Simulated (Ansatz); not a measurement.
Ansatz input

```yaml
crystal:
  lattice:
    - [14.0, 0.0, 0.0]
    - [0.0, 14.4, 0.0]
    - [0.0, 0.0, 14.8]
  atoms:
    - { symbol: Ni, position: [0.5, 0.5, 0.5], spin: 2.0 }
  symmetry: { detect: false, time_reversal: true }
hamiltonian:
  xc: r2scan
  pseudopotentials:
    kind: paw
    azcp:
      Ni: "pseudopotentials/Ni.paw.azcp"
basis:
  ecutwfc: 500
  fft_grid_basis: typed
kpoints:
  mp_grid: { grid: [1, 1, 1], shift: [0, 0, 0] }
magnetization:
  spin_polarized: true
scf:
  occupations: { method: fermi_dirac, width: 0.01 }
```

and its output:

```
Engine: ansatz 0.2.0, x86_64-unknown-linux-gnu
Pseudopotentials: kind: paw
Pseudopotential: Ni, paw, valence charge 18, recommended cutoff 500 eV (meta_gga) 
Functional definition: r2SCAN
  parameter k0 = 0.174
  parameter k1 = 0.065
  parameter a1 = 4.9479
  exchange = r2scan_x(k0 = k0, k1 = k1, a1 = a1)
  correlation = r2scan_c
Crystal: 1 atoms, lattice volume = 2983.680 Å³
Basis set: ecut = 500 eV, 75747 PW (Γ), exchange–correlation on 432×432×432 points (64 copies of the dense FFT grid, shifted against one another)
Bands: 14, of which v1, the nominal top of the filled ones, is band 9 counted from 1 (8 counted from 0)
Symmetry: 1 space group operations
k-points: 1
Non-local potential: Ni, projectors of the file, l = 0: 3, l = 1: 2, l = 2: 3, l = 3: 1
PAW form: soft (Blöchl's): semilocal exchange-correlation on the pseudo side does not see the compensation charge
PAW frozen core: Ni, regenerated for the run's functional (the file was generated under x = pbe(κ = 0.804, μ = 0.2195149727645171), c = pbe(β = 0.06672455060314922))
PAW one-centre angular grid: Ni, 590 points (default); XC on 160 Gauss nodes
Initial density: superposition of atomic densities (neutral atoms: chi_scale 0, normalization atom)
Starting moments: Σ|m| = 2 μB on 1 of 1 site
Initial wavefunctions: pseudopotential atomic-orbital guess
Functional: x = r2scan, c = r2scan; τ floored in thin density (d = 2e-4 eV/Å³)
SCF iter   1: F=—  HF=-5838.762541 eV  |F-HF|=—  |Δ(HF+E_count)|=         —  Δρ=9.81e-3 (↑1.95e-3 ↓9.81e-3)  dr2=2.87e0  dr2_τ=5.45e-3  dr2_m=4.25e-1  M=2.000 μB ∫|m|=2.002 μB  β_m=1.00  ethr=3.10e-3  ⟨swp⟩=7.0  Hψ=202  notcnv=0
Mixer restart at iter 1: flushing history
SCF iter   2: F=—  HF=-5839.018734 eV  |F-HF|=—  |Δ(HF+E_count)|=   2.56e-1  Δρ=9.35e-4 (↑9.35e-4 ↓6.28e-4)  dr2=5.71e-2  dr2_τ=4.61e-3  dr2_m=8.25e-3  M=2.000 μB ∫|m|=2.002 μB  β_m=1.00  ethr=3.10e-3  ⟨swp⟩=3.5  Hψ=80  notcnv=0  κ⁻¹=1.0e0(r=1)
spin=Collinear: Resta preconditioning applied to the charge; magnetization (m = ρ↑ − ρ↓) channel mixes plain (no charge-response kernel on spin).
SCF iter   3: F=—  HF=-5841.685794 eV  |F-HF|=—  |Δ(HF+E_count)|=         —  Δρ=8.34e-3 (↑3.84e-4 ↓8.34e-3)  dr2=3.71e-1  dr2_τ=8.21e-3  dr2_m=4.86e-1  M=2.000 μB ∫|m|=2.030 μB  β_m=1.00  ethr=3.17e-4  ⟨swp⟩=4.0  Hψ=72  notcnv=0  κ⁻¹=1.0e0(r=1)
SCF iter   4: F=—  HF=-5840.494684 eV  |F-HF|=—  |Δ(HF+E_count)|=    1.19e0  Δρ=1.46e-3 (↑2.81e-4 ↓1.46e-3)  dr2=5.75e-2  dr2_τ=4.16e-4  dr2_m=1.66e-2  M=2.000 μB ∫|m|=2.062 μB  β_m=1.00  ethr=2.78e-4  ⟨swp⟩=5.0  Hψ=89  notcnv=0  κ⁻¹=1.0e0(r=1)
SCF iter   5: F=—  HF=-5840.598489 eV  |F-HF|=—  |Δ(HF+E_count)|=   1.04e-1  Δρ=8.96e-4 (↑3.61e-4 ↓8.96e-4)  dr2=4.31e-2  dr2_τ=2.20e-4  dr2_m=2.72e-3  M=2.000 μB ∫|m|=2.108 μB  β_m=1.00  ethr=2.78e-4  ⟨swp⟩=5.0  Hψ=78  notcnv=0  defer=1  κ⁻¹=4.5e-3(r=2)
SCF iter   6: F=—  HF=-5840.619202 eV  |F-HF|=—  |Δ(HF+E_count)|=   2.07e-2  Δρ=3.82e-4 (↑3.72e-4 ↓3.82e-4)  dr2=1.38e-2  dr2_τ=5.06e-5  dr2_m=5.10e-4  M=2.000 μB ∫|m|=2.133 μB  β_m=1.00  ethr=2.39e-4  ⟨swp⟩=4.0  Hψ=61  notcnv=0  defer=1  κ⁻¹=1.5e-3(r=3)
SCF iter   7: F=—  HF=-5840.625678 eV  |F-HF|=—  |Δ(HF+E_count)|=   6.48e-3  Δρ=1.22e-4 (↑1.10e-4 ↓1.22e-4)  dr2=4.90e-4  dr2_τ=6.53e-6  dr2_m=2.86e-5  M=2.000 μB ∫|m|=2.130 μB  β_m=1.00  ethr=7.64e-5  ⟨swp⟩=4.5  Hψ=59  notcnv=0  defer=1  κ⁻¹=1.4e-4(r=4)
SCF iter   8: F=—  HF=-5840.627909 eV  |F-HF|=—  |Δ(HF+E_count)|=   2.23e-3  Δρ=1.52e-4 (↑6.08e-5 ↓1.52e-4)  dr2=4.08e-4  dr2_τ=2.14e-6  dr2_m=9.74e-5  M=2.000 μB ∫|m|=2.126 μB  β_m=1.00  ethr=2.72e-6  ⟨swp⟩=5.0  Hψ=82  notcnv=0  defer=1  κ⁻¹=5.8e-6(r=5)
SCF iter   9: F=—  HF=-5840.628570 eV  |F-HF|=—  |Δ(HF+E_count)|=   6.62e-4  Δρ=1.53e-4 (↑5.90e-5 ↓1.53e-4)  dr2=4.32e-4  dr2_τ=2.19e-6  dr2_m=1.05e-4  M=2.000 μB ∫|m|=2.124 μB  β_m=1.00  ethr=2.26e-6  ⟨swp⟩=3.5  Hψ=46  notcnv=0  defer=1  κ⁻¹=5.6e-7(r=6)
SCF iter  10: F=—  HF=-5840.631207 eV  |F-HF|=—  |Δ(HF+E_count)|=   2.64e-3  Δρ=8.20e-5 (↑4.88e-5 ↓8.20e-5)  dr2=1.11e-4  dr2_τ=1.10e-6  dr2_m=2.86e-5  M=2.000 μB ∫|m|=2.119 μB  β_m=1.00  ethr=2.26e-6  ⟨swp⟩=5.5  Hψ=84  notcnv=0  defer=1  κ⁻¹=1.4e-7(r=7)
SCF iter  11: F=—  HF=-5840.632187 eV  |F-HF|=—  |Δ(HF+E_count)|=   9.80e-4  Δρ=6.13e-5 (↑2.19e-5 ↓6.13e-5)  dr2=5.62e-5  dr2_τ=4.38e-7  dr2_m=1.18e-5  M=2.000 μB ∫|m|=2.114 μB  β_m=1.00  ethr=6.17e-7  ⟨swp⟩=5.5  Hψ=91  notcnv=0  defer=1  κ⁻¹=7.4e-8(r=8)
SCF iter  12: F=—  HF=-5840.632335 eV  |F-HF|=—  |Δ(HF+E_count)|=   1.48e-4  Δρ=4.68e-5 (↑2.05e-5 ↓4.68e-5)  dr2=2.23e-5  dr2_τ=3.17e-7  dr2_m=5.25e-6  M=2.000 μB ∫|m|=2.112 μB  β_m=1.00  ethr=3.12e-7  ⟨swp⟩=3.5  Hψ=71  notcnv=0  defer=1  κ⁻¹=1.6e-5(r=8)
SCF iter  13: F=—  HF=-5840.632437 eV  |F-HF|=—  |Δ(HF+E_count)|=   1.03e-4  Δρ=4.62e-5 (↑2.12e-5 ↓4.62e-5)  dr2=2.00e-5  dr2_τ=2.81e-7  dr2_m=4.38e-6  M=2.000 μB ∫|m|=2.112 μB  β_m=1.00  ethr=1.24e-7  ⟨swp⟩=4.0  Hψ=69  notcnv=0  defer=1  κ⁻¹=1.5e-4(r=7)
SCF iter  14: F=—  HF=-5840.631374 eV  |F-HF|=—  |Δ(HF+E_count)|=   1.06e-3  Δρ=1.78e-4 (↑1.52e-4 ↓1.78e-4)  dr2=1.00e-3  dr2_τ=4.93e-5  dr2_m=3.74e-4  M=2.000 μB ∫|m|=2.100 μB  β_m=1.00  ethr=1.11e-7  ⟨swp⟩=6.5  Hψ=106  notcnv=0  defer=1
Mixer restart at iter 14: flushing history
SCF iter  15: F=—  HF=-5840.633252 eV  |F-HF|=—  |Δ(HF+E_count)|=   1.88e-3  Δρ=9.22e-5 (↑6.93e-5 ↓9.22e-5)  dr2=4.31e-4  dr2_τ=4.14e-6  dr2_m=8.82e-6  M=2.000 μB ∫|m|=2.103 μB  β_m=1.00  ethr=1.11e-7  ⟨swp⟩=6.5  Hψ=93  notcnv=0  defer=1  κ⁻¹=1.0e0(r=1)
SCF iter  16: F=—  HF=-5840.633513 eV  |F-HF|=—  |Δ(HF+E_count)|=   2.61e-4  Δρ=7.27e-5 (↑4.87e-5 ↓7.27e-5)  dr2=1.97e-4  dr2_τ=1.58e-6  dr2_m=6.60e-6  M=2.000 μB ∫|m|=2.105 μB  β_m=1.00  ethr=1.11e-7  ⟨swp⟩=4.5  Hψ=76  notcnv=0  defer=1  κ⁻¹=1.3e-1(r=2)
SCF iter  17: F=—  HF=-5840.633641 eV  |F-HF|=—  |Δ(HF+E_count)|=   1.28e-4  Δρ=7.00e-5 (↑2.95e-5 ↓7.00e-5)  dr2=6.85e-5  dr2_τ=6.45e-7  dr2_m=1.27e-5  M=2.000 μB ∫|m|=2.105 μB  β_m=1.00  ethr=1.11e-7  ⟨swp⟩=5.0  Hψ=80  notcnv=0  defer=1  κ⁻¹=4.8e-2(r=3)
SCF iter  18: F=—  HF=-5840.633796 eV  |F-HF|=—  |Δ(HF+E_count)|=   1.55e-4  Δρ=6.97e-5 (↑2.99e-5 ↓6.97e-5)  dr2=4.51e-5  dr2_τ=6.26e-7  dr2_m=1.17e-5  M=2.000 μB ∫|m|=2.104 μB  β_m=1.00  ethr=1.11e-7  ⟨swp⟩=3.5  Hψ=65  notcnv=0  defer=1  κ⁻¹=1.3e-3(r=4)
SCF iter  19: F=—  HF=-5840.633800 eV  |F-HF|=—  |Δ(HF+E_count)|=   4.13e-6  Δρ=6.98e-5 (↑3.01e-5 ↓6.98e-5)  dr2=4.53e-5  dr2_τ=6.27e-7  dr2_m=1.16e-5  M=2.000 μB ∫|m|=2.104 μB  β_m=1.00  ethr=1.11e-7  ⟨swp⟩=2.5  Hψ=40  notcnv=0  defer=1  κ⁻¹=8.9e-2(r=4)
SCF iter  20: F=—  HF=-5840.634781 eV  |F-HF|=—  |Δ(HF+E_count)|=   9.81e-4  Δρ=7.58e-5 (↑3.87e-5 ↓7.58e-5)  dr2=6.03e-5  dr2_τ=6.58e-6  dr2_m=1.19e-5  M=2.000 μB ∫|m|=2.099 μB  β_m=1.00  ethr=1.11e-7  ⟨swp⟩=6.5  Hψ=92  notcnv=0  defer=1  κ⁻¹=5.1e-2(r=5)
SCF iter  21: F=—  HF=-5840.635563 eV  |F-HF|=—  |Δ(HF+E_count)|=   7.83e-4  Δρ=1.18e-4 (↑8.64e-5 ↓1.18e-4)  dr2=2.60e-4  dr2_τ=7.18e-5  dr2_m=6.05e-5  M=2.000 μB ∫|m|=2.087 μB  β_m=1.00  ethr=1.11e-7  ⟨swp⟩=6.0  Hψ=101  notcnv=0  defer=1  κ⁻¹=5.3e-2(r=5)
SCF iter  22: F=—  HF=-5840.635740 eV  |F-HF|=—  |Δ(HF+E_count)|=   1.77e-4  Δρ=3.07e-4 (↑6.90e-5 ↓3.07e-4)  dr2=9.67e-4  dr2_τ=5.12e-5  dr2_m=7.79e-4  M=2.000 μB ∫|m|=2.077 μB  β_m=1.00  ethr=1.11e-7  ⟨swp⟩=5.5  Hψ=106  notcnv=0  defer=1
Mixer restart at iter 22: flushing history
SCF iter  23: F=-5840.636425 eV  HF=-5840.636080 eV  |F-HF|=3.45e-4  |Δ(HF+E_count)|=   3.40e-4  Δρ=1.56e-4 (↑8.72e-5 ↓1.56e-4)  dr2=5.14e-4  dr2_τ=3.02e-6  dr2_m=4.02e-5  M=2.000 μB ∫|m|=2.076 μB  ethr=1.11e-7  ⟨swp⟩=2.5  Hψ=144  notcnv=0
Mixer restart at iter 23: flushing history
iteration 23: the SCF's residuals had fallen too slowly under its mixing. It goes on by minimising its free energy, and can end on another state than longer mixing would; under `scf.algorithm: density_mixing` no SCF does so, but by `scf.convergence.dm_fallback`
SCF iter  24: F=—  HF=-5840.636844 eV  |F-HF|=—  |Δ(HF+E_count)|=   7.64e-4  Δρ=4.93e-5 (↑4.93e-5 ↓2.75e-5)  dr2=1.82e-5  dr2_τ=9.39e-7  dr2_m=2.98e-5  M=2.000 μB ∫|m|=2.072 μB  ethr=1.11e-7  ⟨swp⟩=6.5  Hψ=297  notcnv=0
SCF iter  25: F=—  HF=-5840.637225 eV  |F-HF|=—  |Δ(HF+E_count)|=   3.81e-4  Δρ=1.47e-5 (↑1.47e-5 ↓1.09e-5)  dr2=1.13e-5  dr2_τ=1.52e-7  dr2_m=3.13e-6  M=2.000 μB ∫|m|=2.067 μB  ethr=1.01e-7  ⟨swp⟩=7.5  Hψ=218  notcnv=0
SCF iter  26: F=—  HF=-5840.637277 eV  |F-HF|=—  |Δ(HF+E_count)|=   5.26e-5  Δρ=2.21e-5 (↑3.54e-6 ↓2.21e-5)  dr2=1.38e-5  dr2_τ=4.56e-8  dr2_m=2.58e-6  M=2.000 μB ∫|m|=2.064 μB  ethr=6.27e-8  ⟨swp⟩=6.5  Hψ=169  notcnv=0
```

The calculation hadn't finished when its time ran out.
